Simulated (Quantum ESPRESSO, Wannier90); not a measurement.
## Sb (P2₁/m, model phase), plane waves to Wannier functions

```
begin unit_cell_cart
ang
    3.1224000000    0.0000000000    0.0000000000
    0.0000000000    4.3475200000    0.0000000000
   -0.0389180000    0.0000000000    4.4058480000
end unit_cell_cart
begin atoms_frac
Sb  -0.0113900000 -0.2500000000 -0.2411700000
Sb   0.0113900000  0.2500000000  0.2411700000
end atoms_frac
```

Materials Project entry mp-1179605; symmetrised, unrelaxed at this level. This isn't the element's usual structure (rhombohedral); take it as a model of another phase. Computed values, not measurements, from PBEsol: Quantum ESPRESSO (norm-conserving PseudoDojo potentials, cutoff 64 Ry, no spin polarisation, no spin-orbit coupling) on a Γ-centred 10×8×8 mesh, then Wannier90. Density: 10×8×8 mesh, cold smearing 0.01 Ry. Spin-orbit coupling is left out although heavy elements are present.

A tight-binding model is made by disentanglement and projection with no localisation steps (num_iter = 0), so the 8 orbitals stay atom-like: hydrogen-like Sb: s;p, axes along x, y, z; frozen window up to 1.50 eV relative to the Fermi level. It follows pw.x to 13 meV rms for states up to 1.0 eV relative to the Fermi level. Matrix elements depend on this choice of orbitals and windows.

Task: Which pairs of orbitals on different sites are coupled most strongly? Give distance, modulus and how many such pairs a cell has.

Result: 
```tsv
orbital	orbital	distance of the centres (Å)	modulus (eV)	pairs
Sb px	Sb px	3.12	2.07	2
Sb py	Sb pz	3.06	1.38	4
Sb py	Sb pz	3.13	1.26	4
Sb px	Sb s	3.13	1.22	4
Sb py	Sb s	3.05	0.97	4
Sb pz	Sb s	3.04	0.95	4
Sb py	Sb py	3.07	0.86	2
Sb pz	Sb pz	3.14	0.85	2
Sb pz	Sb s	3.15	0.84	4
Sb py	Sb s	3.14	0.80	4
Sb pz	Sb pz	3.05	0.79	2
Sb py	Sb py	3.13	0.73	2
Sb s	Sb s	3.04	0.72	2
Sb s	Sb s	3.12	0.62	2
Sb s	Sb s	3.16	0.58	2
Sb px	Sb px	3.03	0.56	2
Sb py	Sb py	3.12	0.49	2
Sb pz	Sb pz	3.12	0.49	2
Sb px	Sb px	3.16	0.47	2
Sb px	Sb px	6.24	0.35	2
Sb pz	Sb pz	6.19	0.20	4
Sb py	Sb py	6.19	0.20	4
Sb py	Sb pz	6.20	0.17	4
Sb px	Sb s	6.25	0.17	4
Sb py	Sb pz	6.18	0.14	4
Sb pz	Sb s	6.18	0.13	4
Sb py	Sb s	6.18	0.13	8
Sb py	Sb py	4.35	0.12	2
Sb py	Sb py	4.41	0.12	2
Sb pz	Sb s	6.20	0.12	4
```
